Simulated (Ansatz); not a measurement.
MoS₂ (2H-MoS2 type, space group P6_3/mmc)

```
CELL_PARAMETERS angstrom
      3.10893     0.00000     0.00000
     -1.55447     2.69241     0.00000
      0.00000     0.00000    11.70793
ATOMIC_POSITIONS crystal
  Mo 0.33333 0.66667 0.25000
  Mo 0.66667 0.33333 0.75000
  S  0.33333 0.66667 0.61648
  S  0.66667 0.33333 0.11648
  S  0.66667 0.33333 0.38352
  S  0.33333 0.66667 0.88352
```

The slice is a (0001) plane (indices of the conventional cell) through the point (0.667, 0.333, 0.750) (fractional), spanned by u = [110] and v = [1 -1 0] in vectors of this cell: u (3.11 Å) and v (5.38 Å, at 90° to u). It covers one period; positions are fractions (u, v).

These are PBEsol-D3(BJ) (plane waves to 420 eV, PAW, scalar-relativistic; Ansatz, a first-principles code) values and carry that method's errors. k mesh 12×12×3. Inside the PAW spheres the values are not all-electron values, and peaks at nuclei hang on which shells count as valence. MoS2 is run without spin polarisation. MoS2 was relaxed with its symmetry unable to fall.

Task: Sketch the valence electron density on this plane as a map.

Result: 
```
|@@@@%%++::      ::++%%@@|
|%%%%**==..      ..==**%%|
|**++--::          ::--++|
|::::....          ....::|
|......              ....|
|      ....::::::....    |
|    ..::--++**++--::..  |
|  ....==**%%@@%%**==....|
|  ..::++%%@@@@@@%%++::..|
|  ..--**@@@@@@@@@@**--..|
|    ::++%%@@@@@@%%++::  |
|    ..==**%%%%%%**==..  |
|      ::--++**++--::    |
|      ....::::::....    |
|        ..........      |
|::::....          ....::|
|**++--::..      ..::--++|
|@@%%**==....  ....==**%%|
|@@@@%%++::..  ..::++%%@@|
|@@@@@@**--..  ..--**@@@@|
```
Scale: ten equal steps from -0.73 (start of ' ') to 0.82 (end of '@'), in the order ' .:-=+*#%@'. Values: log₁₀ of the valence density in e/Å³. The map has 12 points along u (two characters each, u = 0 at the left) and 20 along v (v = 0 in the bottom row). The scale is logarithmic, as a density can span decades between atoms and voids.
